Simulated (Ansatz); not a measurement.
In r²SCAN in the plane-wave PAW code Ansatz, Ta$_{2}$SiN in the hexagonal phase (P6_3/mmc; Si on 2d, Ta on 4f, N on 2a) relaxes to a = 3.224 Å, c = 12.010 Å. Si has 6 nearest neighbours from 2.63 Å (trigonal prismatic); N has 6 nearest neighbours from 2.19 Å (octahedral). Its formation energy from the elements is -0.62 eV/atom, with no fitted shifts.

Electronic character: metallic (no gap). Gap from r²SCAN with spin–orbit coupling: none (metallic).

Bader charges are Si -1.01, Ta +1.43, N -1.84 e.

The start of the workflow was typed in or built on a structure type; neither database checked (COD, Materials Project) lists it. Its standing as an ambient phase is unchecked. Symmetry was held in the r²SCAN relaxation; whether a distortion lowers the energy is not shown. The run is not spin-polarised. The references are the lowest solids computed at this level, not always the standard phases (solids in place of the gases). Spin–orbit coupling is left out wherever it is not named.

Potentials: the earlier of the program's two PAW sets.
